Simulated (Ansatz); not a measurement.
Below is a relaxed structure of Sn2TeO2. The cell was found from a structure generator's guess, not taken from experiment.

The calculation used DFT PBE, scalar-relativistic, plane waves, PAW (Ansatz). Cutoff 420 eV, Γ-centred mesh, Gaussian smearing, no spin polarisation.

```
CELL_PARAMETERS angstrom
3.04055 -4.96119 0.00000
3.04055 4.96119 0.00000
0.00000 0.00000 3.96196
ATOMIC_POSITIONS crystal
Sn 0.64594 0.35406 0.50000
Sn 0.35406 0.64594 0.50000
Te 0.00000 0.00000 0.50000
O 0.00000 0.00000 0.00000
O 0.50000 0.50000 0.00000
```

Formation energies are uncorrected and refer to the elements' standard structures at the same level (O₂ as a molecule). The references include grey tin.

Task: What space group does it have?

Result: Cmmm (No. 65). Conventional cell: a = 6.081 Å, b = 9.922 Å, c = 3.962 Å. Around Sn lie 2 O at 2.45 Å, 1 Sn at 2.90 Å and 3 Te at 3.37–3.51 Å; Te has 2 O at 1.98 Å; O on its first site has 2 Te at 1.98 Å; O on its second site is surrounded by 4 Sn at 2.45 Å.

Task: What is its formation energy per atom?

Result: −0.28 eV/atom.

Task: Is it a metal?

Result: Yes, bands cross the Fermi level on the 8×8×10 mesh.

The last run used an 8×8×10 mesh (in the run's order of axes) for its 5-atom cell and Gaussian smearing of 0.10 eV. These runs have no spin–orbit coupling, which can matter for Te. The reference form of Te is held partly by dispersion forces, which this level lacks. Symmetry constrained the relaxation, so the result can be a saddle point. Another cell of Sn2TeO2 relaxed alike, in I4/mmm, lies 0.62 eV/atom lower, so this cell isn't the stable form at this level.
